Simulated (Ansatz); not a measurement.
Computed properties of ZnO

ZnO:
```yaml
crystal:
  lattice:
    - [2.97688, 0.00000, 0.00000]
    - [-1.48844, 2.57806, 0.00000]
    - [0.00000, 0.00000, 5.12554]
  atoms:
    - { symbol: Zn, position: [0.00000, 0.00000, 0.00000] }
    - { symbol: Zn, position: [0.00000, 0.00000, 0.50000] }
    - { symbol: O, position: [0.33333, 0.66667, 0.25000] }
    - { symbol: O, position: [0.66667, 0.33333, 0.75000] }
```

Space group P6_3/mmc (No. 194), NiAs type; conventional cell a = b = 2.977 Å, c = 5.126 Å, α = β = 90.00°, γ = 120.00°.

Method: the program Ansatz at the r²SCAN level (PAW). Geometry: relaxed at this level of theory. Other levels are named where they apply.

### Cell and energy

```json
{
  "volume_per_atom": "9.83 Å³",
  "density": "6.87 g/cm³",
  "Formation energy from the elements (no fitted shifts)": "-1.42 eV/atom"
}
```

### Electronic structure

```json
{
  "band_gap": "1.36 eV (direct)",
  "valence_band_maximum": "at Γ",
  "conduction_band_minimum": "at Γ",
  "electron_effective_mass": "0.20 mₑ (isotropic)",
  "Hole effective mass, band 1 of 2 at the edge": "4.6 along x, 2.4 along z (mₑ)",
  "Hole effective mass, band 2 of 2 at the edge": "0.46 along x, 2.4 along z (mₑ)",
  "HSE06 gap on the r²SCAN cell": "2.50 eV"
}
```

### Mechanics

```json
{
 "Bulk modulus (Birch–Murnaghan fit)": "187 GPa",
 "Pressure derivative B′": "4.4",
 "Elastic constants (relaxed ions, GPa)": "C11 = 286, C12 = 148, C13 = 105, C33 = 406, C44 = 10.8",
 "mechanical_stability": "stable (all eigenvalues of C positive)",
 "hill_bulk_and_shear_moduli": "188 and 41.0 GPa",
 "Young's modulus": "115 GPa",
 "Poisson's ratio": "0.40",
 "debye_temperature_from_the_elastic_constants": "384 K"
}
```

### Charges

```json
{
  "bader_charges": "Zn +1.31, O -1.31 e"
}
```

The start of the workflow was typed in or built on a structure type; the Crystallography Open Database copy checked does not list it. It is not the phase usual at ambient conditions (space group No. 186). Symmetry was held in the r²SCAN relaxation; whether a distortion lowers the energy is not shown. The references are the lowest solids computed at this level, not always the standard phases (solids in place of the gases).

Potentials: the later of the program's two PAW sets.
